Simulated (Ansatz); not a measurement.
TaAs (I4_1md), relaxed with PBEsol (Ansatz, an electronic-structure program, plane waves, PAW): a = b = 3.429 Å, c = 11.583 Å, α = β = γ = 90.00°.

Problem. The same phase is relaxed and computed with r²SCAN in the same code. What is the cell now?

Solution. a = 3.442 Å, b = 3.442 Å, c = 11.715 Å, α = 90.00°, β = 90.00°, γ = 90.00°.

All cells were relaxed under the symmetry of their starts (and spin orders); stability against distortions was not tested throughout. Rows with no word on spin ran without spin polarisation. Spin–orbit coupling is left out wherever it is not named.

Potentials: the later of the program's two PAW sets.

Ansatz is a plane-wave DFT program.
